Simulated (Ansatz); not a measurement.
Ge (diamond), relaxed and computed with several functionals in Ansatz (plane waves, PAW).

| functional | a (Å) | gap (eV) | B₀ by P(V) fit (GPa) |
|---|---|---|---|
| PBEsol | 5.675 | none | 67.1 |
| r²SCAN | 5.672 | 0.37 | 71.0 |
| PBE | 5.762 | none | 58.5 |

All cells were relaxed under the symmetry of their starts (and spin orders); stability against distortions was not tested throughout. Spin–orbit coupling is left out wherever it is not named.

Potentials: the earlier of the program's two PAW sets. The files were generated under PBE; for other functionals the program regenerates the frozen cores, and for LDA and PBEsol the local potential too.

Ansatz (a first-principles code) is a plane-wave DFT program.
